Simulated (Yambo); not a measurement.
A BSE run in Yambo for Rb$_{2}$NaAlF$_{6}$ (space group Fm-3m, No. 225) (PBEsol bands; 4×4×4 mesh, 18 valence and 6 conduction bands, static screening with 92 bands and a 3 Ry block, scissor 4.02 eV, Tamm-Dancoff; field along x) gives:

```csv
state,energy (eV),states within 2 meV,relative strength,class
1,9.24,3,< 0.01,dark
2,9.63,3,1.00,strong
3,9.73,3,< 0.01,dark
4,10.06,3,< 0.01,dark
5,10.38,4,0.08,strong
```

What changes when the screening block is changed to 1 Ry?

The lowest state goes from 9.237 eV to 9.287 eV, and its distance below the direct gap from 1.435 eV to 1.385 eV. These are vertical excitations (zero momentum). The scissor comes from a G0W0 run whose convergence isn't established.

Geometry of the Materials Project entry, not relaxed at this level; primitive cell a = b = c = 5.975 Å, α = β = γ = 60.00°.

The structure is a Materials Project entry; no match was found in the copy of COD used, and its stability was not checked.
